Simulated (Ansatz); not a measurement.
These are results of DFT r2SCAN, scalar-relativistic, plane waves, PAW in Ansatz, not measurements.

Structure of KTaO$_{3}$:

```
CELL_PARAMETERS angstrom
3.99018 0.00000 0.00000
0.00000 3.99018 0.00000
0.00000 0.00000 3.99018
ATOMIC_POSITIONS crystal
K 0.50000 0.50000 0.50000
Ta 0.00000 0.00000 0.00000
O 0.50000 0.00000 0.00000
O 0.00000 0.50000 0.00000
O 0.00000 0.00000 0.50000
```

Cutoff 500 eV; k points 6×6×6 on the computed 5-atom cell (Γ-centred); Gaussian smearing, width 0.02 eV; no spin polarisation.

Levels along Γ–X–M–Γ–R–X | R–M, in eV from a zero inside the gap, sorted by energy at each point. Points in fractions of the primitive reciprocal vectors: Γ (0.000 0.000 0.000), X (0.000 0.500 0.000), M (0.500 0.500 0.000), R (0.500 0.500 0.500).
```
point k (1/Å, with 2π) band 17  band 18  band 19  band 20  band 21  band 22  band 23
    Γ             0.000    -2.40    -1.95    -1.95    -1.95     1.31     1.31     1.31
    -             0.113    -2.42    -2.12    -1.99    -1.99     1.32     1.48     1.48
    -             0.225    -2.49    -2.49    -2.05    -2.05     1.34     1.90     1.90
    -             0.337    -2.84    -2.58    -2.10    -2.10     1.37     2.47     2.47
    -             0.450    -3.11    -2.68    -2.13    -2.13     1.40     3.08     3.08
    -             0.562    -3.30    -2.76    -2.16    -2.16     1.44     3.61     3.61
    -             0.675    -3.41    -2.82    -2.18    -2.18     1.46     3.99     3.99
    X             0.787    -3.45    -2.84    -2.18    -2.18     1.46     4.13     4.13
    -             0.900    -3.25    -2.71    -2.31    -2.27     1.62     4.13     4.17
    -             1.012    -3.09    -2.54    -2.46    -2.37     2.03     4.14     4.30
    -             1.125    -2.99    -2.69    -2.67    -2.01     2.58     4.14     4.52
    -             1.237    -2.90    -2.84    -2.74    -1.71     3.16     4.15     4.81
    -             1.350    -2.94    -2.83    -2.76    -1.51     3.68     4.16     5.13
    -             1.462    -3.00    -2.78    -2.76    -1.39     4.04     4.17     5.38
    M             1.575    -3.02    -2.76    -2.76    -1.35     4.17     4.17     5.47
    -             1.734    -2.98    -2.80    -2.75    -1.42     4.02     4.05     5.28
    -             1.893    -2.88    -2.88    -2.73    -1.61     3.62     3.70     4.75
    -             2.052    -2.91    -2.71    -2.68    -1.86     3.06     3.19     4.00
    -             2.211    -2.81    -2.59    -2.48    -2.10     2.44     2.58     3.16
    -             2.370    -2.56    -2.44    -2.24    -2.23     1.87     1.98     2.33
    -             2.529    -2.38    -2.19    -2.10    -2.03     1.46     1.50     1.62
    Γ             2.688    -2.40    -1.95    -1.95    -1.95     1.31     1.31     1.31
    -             2.883    -2.35    -2.31    -2.11    -2.11     1.59     1.65     1.65
    -             3.078    -3.12    -2.29    -2.29    -2.21     2.27     2.39     2.39
    -             3.273    -4.02    -2.25    -2.25    -2.00     3.12     3.26     3.26
    -             3.467    -4.58    -2.01    -2.01    -1.76     4.00     4.11     4.11
    -             3.662    -4.96    -1.70    -1.70    -1.54     4.76     4.87     4.87
    -             3.857    -5.17    -1.42    -1.42    -1.37     5.35     5.41     5.41
    R             4.052    -5.24    -1.31    -1.31    -1.31     5.61     5.61     5.61
    -             4.211    -5.17    -1.41    -1.38    -1.34     5.39     5.47     5.51
    -             4.370    -4.96    -1.65    -1.56    -1.45     4.85     5.17     5.26
    -             4.529    -4.57    -1.97    -1.82    -1.63     4.12     4.82     4.93
    -             4.688    -3.96    -2.25    -2.15    -1.90     3.29     4.51     4.59
    -             4.847    -3.18    -2.56    -2.39    -2.26     2.46     4.29     4.33
    -             5.006    -3.05    -2.64    -2.48    -2.29     1.76     4.17     4.18
    X             5.165    -3.45    -2.84    -2.18    -2.18     1.46     4.13     4.13
    R             5.165    -5.24    -1.31    -1.31    -1.31     5.61     5.61     5.61
    -             5.278    -5.21    -1.36    -1.36    -1.31     5.50     5.50     5.60
    -             5.390    -5.11    -1.50    -1.50    -1.32     5.23     5.23     5.58
    -             5.503    -4.94    -1.73    -1.73    -1.33     4.91     4.91     5.56
    -             5.615    -4.70    -2.02    -2.02    -1.34     4.60     4.60     5.53
    -             5.728    -3.88    -2.35    -2.35    -1.34     4.37     4.37     5.50
    -             5.840    -3.26    -2.63    -2.63    -1.35     4.22     4.22     5.48
    M             5.953    -3.02    -2.76    -2.76    -1.35     4.17     4.17     5.47
```

Spin-orbit coupling is left out, which matters for the bands of heavy elements.

Symmetry holds off the tilts and polar distortions that many cubic perovskites undergo.